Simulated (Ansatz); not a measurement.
Here is the system:

BeS:
```cif
data_Be2S2
_chemical_formula_sum 'Be2 S2'
_space_group_name_H-M_alt 'P 1'
_space_group_IT_number 1
_cell_length_a 3.46355
_cell_length_b 3.46355
_cell_length_c 6.07438
_cell_angle_alpha 90.000
_cell_angle_beta 90.000
_cell_angle_gamma 120.000
loop_
_space_group_symop_operation_xyz
  'x, y, z'
loop_
_atom_site_label
_atom_site_type_symbol
_atom_site_fract_x
_atom_site_fract_y
_atom_site_fract_z
_atom_site_occupancy
Be1 Be 0.33333 0.66667 0.25000 1
Be2 Be 0.66667 0.33333 0.75000 1
S1 S 0.33333 0.66667 0.75000 1
S2 S 0.66667 0.33333 0.25000 1
```

This is the PBE+D3(BJ)-relaxed structure.

All from PBE+D3(BJ) in the plane-wave PAW code Ansatz, unless another level is named. Give the HSE06 gap on the PBE+D3(BJ) cell.

4.30 eV.

Next, the smallest direct gap on the standard path?

4.03 eV.

And the electron effective mass?

0.26, 0.58, 1.3 mₑ (principal values).

Predict the valence-band maximum.

on the K–Γ line, 63 % of the way from K.

And the weight of the conduction-edge state by species (Voronoi cells)?

Be 64 %, S 36 %.

Give the conduction-band minimum.

on the L–M line, 27 % of the way from L (6 equivalent valleys).

Space group P6_3/mmc. The cell is a constructed one: a structure type filled with these elements; neither database checked (COD, Materials Project) lists it. COD files the formula under space group No. 216, so this cell is another polymorph or a model. Whether it is the stable phase at ambient conditions was not checked. Symmetry was held in the PBE+D3(BJ) relaxation. At this level the phase is dynamically unstable (imaginary phonons).

Potentials: the later of the program's two PAW sets.
